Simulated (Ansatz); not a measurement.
This guess for B₃F₂ is about to be relaxed.

```
B F
1.0
     3.40135    0.00000    0.00000
    -1.70068    2.94566    0.00000
     0.00000    0.00000    4.21885
B F
3 2
Cartesian
  1.7007 0.9819 1.0221
  1.7007 0.9819 3.1967
  0.0000 0.0000 2.1094
  0.0000 0.0000 0.0000
  0.0000 1.9638 2.1094
```

All numbers below come from Ansatz, DFT PBE, scalar-relativistic, plane waves, PAW. Cutoff 420 eV, Gaussian smearing, Γ-centred meshes. Cell and atoms relax first on a coarse mesh and then on a finer one. In between, the cell is made exact in the group found at 0.06 Å. In metals the finer mesh still leaves noise of several meV/atom or more. The steps can't lower the symmetry of their start. No spin polarisation in the relaxation; trial moments died out in a coarse test.

A guess keeps its type if space group and coordination stay and the shape of the cell changes little (axis ratios within about 15 %, angles within 6°); the volume may change.

Task: Does this structure survive the relaxation?

Result: It doesn't keep its type. The symmetry stays P-6m2 (No. 187). The volume per atom grows by 10.2 %, from 8.5 to 9.3 Å³. The shortest distance goes from 1.96 Å (B–F) to 1.54 Å (B–B). The ratio c/a of the conventional cell changes by a factor of 0.63. Counting neighbours within 15 % of an atom's shortest distance, the start has B 11, F 8/9 and the end B 2, F 2/9. In detail, at the end B on a site of symmetry 3m is surrounded by 1 B at 1.54 Å, 1 B at 1.67 Å, 3 B at 2.49 Å and 6 F at 2.49–2.51 Å; B on a site of symmetry -6m2 is surrounded by 2 F at 1.61 Å and 3 F at 2.36 Å; F on its first site has 2 B at 1.61 Å; 1 more site not described.

```xyz
5
Lattice="4.0927 0.0000 0.0000 -2.0464 3.5444 0.0000 0.0000 0.0000 3.2109" Properties=species:S:1:pos:R:3 pbc="T T T"
B     2.0464    1.1815    0.8357
B     2.0464    1.1815    2.3752
B     0.0000    0.0000    1.6054
F     0.0000    0.0000    0.0000
F     0.0000    2.3629    1.6054
```

The zero of energy is the elements' standard structures at the same level (F₂ as a molecule); no fitted shifts are applied.

Task: At what energy does it end?

Result: +0.42 eV/atom. The separate elements lie lower, so it is unstable against them.

The last run used a 12×12×12 mesh for its 5-atom cell and Gaussian smearing of 0.10 eV. No dispersion correction is applied, so the spacing and binding between layers, chains or molecules are poorly described. An odd number of electrons in the primitive cell allows no gap without spin; a larger cell or a magnetic state could open one. Symmetry constrained the relaxation, so the result can be a saddle point. Another cell of B3F2 relaxed alike, in Pm, lies 1.22 eV/atom lower, so this cell isn't the stable form at this level.

In counts of neighbours, a slash parts the counts of unlike sites.
